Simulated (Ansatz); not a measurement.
KPH2O4:
```
CELL_PARAMETERS angstrom
      0.00000     5.30089     3.46119
      5.25942     0.00000     3.46119
      5.25942     5.30089     0.00000
ATOMIC_POSITIONS crystal
  K  0.24948 0.24948 0.75052
  K  0.49948 0.49948 0.00052
  H  0.02597 0.73427 0.38864
  H  0.73427 0.02597 0.85111
  H  0.39889 0.86136 0.51573
  H  0.86136 0.39889 0.22403
  P  0.76259 0.76259 0.23741
  P  0.01259 0.01259 0.48741
  O  0.21876 0.04755 0.51530
  O  0.04755 0.21876 0.21838
  O  0.03162 0.73470 0.20245
  O  0.73470 0.03162 0.03124
  O  0.72962 0.02484 0.70822
  O  0.02484 0.72962 0.53732
  O  0.71268 0.54178 0.22516
  O  0.54178 0.71268 0.52038
```

This is the PBEsol-relaxed structure. Tensor components refer to the Cartesian frame of this cell.

Task: All from plane-wave PAW PBEsol (Ansatz code), unless another level is named. Predict the electronic dielectric constant ε∞ (DFPT).

Result: 2.39 (xx), 2.43 (yy), 2.27 (zz).

Task: And the static dielectric constant ε0 (ions relaxed, cell fixed)?

Result: 11.1 (xx), 10.2 (yy), 5.65 (zz).

Task: Next, the Born charges (a third of the trace)?

Result: K +1.22, H +0.97, P +3.07, O -1.57 to -1.54 e.

Space group Fdd2. The first step of the workflow began from a Materials Project structure, measured or hypothetical; the Crystallography Open Database files this formula in space group No. 43, but the cells were not matched. Whether it is the stable phase at ambient conditions was not checked. The PBEsol relaxation kept the symmetry of its start; whether a distortion lowers the energy is not shown.

Potentials: the earlier of the program's two PAW sets. The files were generated under PBE; for other functionals the program regenerates the frozen cores, and for LDA and PBEsol the local potential too.
